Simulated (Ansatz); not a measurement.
Structure relaxation, Fe

The start is a generated cell, Fe placed in the bcc structure type. The structure is fully relaxed (lattice and positions, P = 0) with r2SCAN (plane waves to 500 eV, PAW, scalar-relativistic; Ansatz, a first-principles code). The first steps use a coarse 16×16×16 k-mesh.

Input geometry:
```yaml
crystal:
  lattice:
    - [-1.43500, 1.43500, 1.43500]
    - [1.43500, -1.43500, 1.43500]
    - [1.43500, 1.43500, -1.43500]
  atoms:
    - { symbol: Fe, position: [0.00000, 0.00000, 0.00000] }
```
Spin-polarised start, with parallel moments on Fe.

* **Energy released**: under 0.01 eV/atom
* **Volume change**: -0.6 %, from 11.82 to 11.75 Å³/atom
* **Shortest distances (start → end)**: The closest pairs of elements (up to four, under 3.6 Å), start → end: Fe–Fe 2.49 → 2.48 Å
* **Moments at the end**: net 2.64 μB/atom, ferromagnetic
* **Optimiser moves**: 4

Final values are on a 23×23×23 k-mesh of the relaxed cell. Spin state reached: ferromagnetic (net 2.64 μB/atom), from parallel starting moments; other spin orders were not run from this start. r2SCAN tends to overstate moments in metals.

The run could not lose the symmetry of its start; a randomly shaken copy of 2 atoms returns to this structure.
